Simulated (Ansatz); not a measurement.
**Is this ZrSi7 structure a true minimum?**

The cell was found from a structure generator's guess, not taken from experiment.

All numbers below come from DFT PBE, scalar-relativistic, plane waves, PAW in Ansatz 0.2.0. Settings: cutoff 420 eV, Γ-centred mesh 6×6×6 on the computed 8-atom cell, Gaussian smearing of 0.10 eV; no spin polarisation.

The cell below (8 atoms, space group R3m (No. 160)) is relaxed within its symmetry.

```cif
data_structure
_symmetry_space_group_name_H-M 'P 1'
_symmetry_Int_Tables_number 1
_cell_length_a 5.1099
_cell_length_b 5.1099
_cell_length_c 5.1099
_cell_angle_alpha 97.500
_cell_angle_beta 97.500
_cell_angle_gamma 97.500
_cell_volume 129.66
loop_
_atom_site_label
_atom_site_type_symbol
_atom_site_fract_x
_atom_site_fract_y
_atom_site_fract_z
_atom_site_occupancy
Zr1 Zr 0.71517 0.71517 0.71517 1
Si1 Si 0.19762 0.86262 0.52402 1
Si2 Si 0.52402 0.19762 0.86262 1
Si3 Si 0.86262 0.52402 0.19762 1
Si4 Si 0.52402 0.86262 0.19762 1
Si5 Si 0.86262 0.19762 0.52402 1
Si6 Si 0.19762 0.52402 0.86262 1
Si7 Si 0.07917 0.07917 0.07917 1
```

For the test it was strained at random (σ = 1.5 % a component), the atoms were moved at random (σ = 0.15 Å), and all was relaxed again on a 6×6×6 mesh (in the run’s order of axes) with 0.20 eV smearing, with no symmetry imposed.

Question: What happens?

Answer: It doesn't return. The energy falls by 46 meV/atom on that mesh, the volume changes by 2.8 %, and the end has space group Cm (No. 8) at a loose tolerance. Relaxed again on a 6×6×6 mesh with 0.10 eV smearing, the new structure lies 46 meV/atom below the first (mesh in the axes of the run's cell; the cell below is made exact in the group named). Space group Cm (No. 8), monoclinic, a = 7.214 Å, b = 7.187 Å, c = 5.391 Å, β = 107.2°. Zr is surrounded by 11 Si at 2.72–2.99 Å and 2 Si at 3.15 Å; around Si on a site of symmetry 1 lie 6 Si at 2.35–2.89 Å, 1 Zr at 2.72 Å and 1 Zr at 2.99 Å; around Si on a second site of symmetry 1 lie 3 Si at 2.42–2.46 Å, 4 Si at 2.64–2.94 Å, 1 Zr at 2.90 Å and 1 Zr at 3.15 Å; around Si on a third site of symmetry 1 lie 4 Si at 2.42–2.60 Å, 2 Si at 2.77–2.86 Å and 2 Zr at 2.82–2.85 Å; 1 more site not described.

```
CELL_PARAMETERS angstrom
3.60694 -3.59330 0.00000
3.60694 3.59330 0.00000
-1.59607 0.00000 5.14951
ATOMIC_POSITIONS crystal
Zr 0.71479 0.71479 0.70811
Si 0.54728 0.21961 0.85947
Si 0.89739 0.51553 0.17827
Si 0.17780 0.83775 0.52791
Si 0.21961 0.54728 0.85947
Si 0.51553 0.89739 0.17827
Si 0.83775 0.17780 0.52791
Si 0.05342 0.05342 0.12358
```
